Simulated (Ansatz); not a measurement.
Given:

CsPbBr$_{3}$ (cubic perovskite)

```
CELL_PARAMETERS angstrom
      5.93761     0.00000     0.00000
      0.00000     5.93761     0.00000
      0.00000     0.00000     5.93761
ATOMIC_POSITIONS crystal
  Cs 0.00000 0.00000 0.00000
  Pb 0.50000 0.50000 0.50000
  Br 0.00000 0.50000 0.50000
  Br 0.50000 0.50000 0.00000
  Br 0.50000 0.00000 0.50000
```

This relaxed cell (volume V₀) is scaled evenly in all directions, its shape held. Symmetry pins the atoms to their sites.

These are r2SCAN (plane waves to 500 eV, PAW, scalar-relativistic; Ansatz, a first-principles code) values and carry that method's errors. k mesh 6×6×6 (Γ-centred), Fermi-Dirac smearing 0.05 eV. The energy includes the smearing's −TS. Stress and pressure are positive under compression. CsPbBr3 was relaxed with its symmetry unable to fall. Spin-orbit coupling is left out, though Pb is heavy. This is a high-temperature form of CsPbBr3. The zero of ΔE is the relaxed starting cell.

The scan covers V/V₀ from 0.900 to 1.100 in 9 points.

**Question.** What is the fitted pressure derivative B₀′?

**Answer.** 4.7.

**Question.** What bulk modulus B₀ follows from a third-order Birch-Murnaghan fit?

**Answer.** 21.1 GPa.

(Under strain, the slope of the energy per volume gives the stress and its curvature an elastic modulus.)
